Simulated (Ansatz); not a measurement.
Crystals of one structure type (zinc blende) and one family of elements, relaxed and computed with the program Ansatz at the LDA level (PAW).

```
crystal  V (Å³/atom)  highest Γ mode, no LO–TO term (cm⁻¹)
-------  -----------  ------------------------------------
BP             11.32                                     ?
BAs            13.25                                   700
GaP            19.59                                   365
GaAs           21.98                                   269
AlAs           22.30                                   358
InP            24.73                                   304
```

Fit a straight line to ln ω against ln V and predict the withheld value.

Least squares on the 5 shown rows: ln ω = -1.43 × ln V + (10.208), with a scatter of 11 %. For BP this gives 844. The run itself gave 821, within the scatter.

All cells were relaxed under the symmetry of their starts (and spin orders); stability against distortions was not tested throughout. Spin–orbit coupling is left out wherever it is not named.

Potentials: the later of the program's two PAW sets.
